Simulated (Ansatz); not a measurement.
Relaxed AlBO3 (space group R-3c):

```xyz
10
Lattice="2.2190 1.2811 4.5217 -2.2190 1.2811 4.5217 0.0000 -2.5623 4.5217" Properties=species:S:1:pos:R:3 pbc="T T T"
Al     0.0000     0.0000     6.7825
Al     0.0000     0.0000     0.0000
B      0.0000     0.0000    10.1738
B      0.0000     0.0000     3.3913
O      0.6861     1.3740     5.6521
O     -0.6861    -1.3740     7.9129
O     -1.5330    -0.0929     5.6521
O      1.5330     0.0929     7.9129
O      0.8469    -1.2811     5.6521
O     -0.8469     1.2811     7.9129
```

The atoms are displaced by Q × the pattern below (from a DFPT mode at Γ, largest move 1; Q in Å), at fixed cell.

```csv
atom,x,y,z
B3,0.000,0.000,1.000
B4,0.000,0.000,-1.000
O5,0.150,0.087,-0.539
O6,-0.150,-0.087,0.539
O7,-0.150,0.087,-0.539
O8,0.150,-0.087,0.539
O9,0.000,-0.173,-0.539
O10,0.000,0.173,0.539
```

Atoms not listed stay in place.

Method: LDA (plane waves to 420 eV, PAW, scalar-relativistic; Ansatz, a first-principles code). k mesh 9×9×9 (Γ-centred), Fermi-Dirac smearing 0.05 eV. E stands for the smeared free energy. AlBO3 was relaxed with its symmetry unable to fall. The zero of ΔE is the undisplaced structure.

| Q (Å) | ΔE (meV/cell) |
|---|---|
| -0.280 | 4143 |
| -0.187 | 1827 |
| -0.093 | 453 |
| 0.000 | 0 |
| 0.093 | 453 |
| 0.187 | 1827 |
| 0.280 | 4143 |

Task: Which DFPT wavenumber at Γ belongs to this mode?
A. 733 cm⁻¹
B. 1270 cm⁻¹
C. 931 cm⁻¹
D. 440 cm⁻¹

Result: A, 733 cm⁻¹. The curvature of the scan gives 733 cm⁻¹

(A displaced cell: forces are minus the slopes of the energy, force constants its curvatures, and phonons follow from these.)
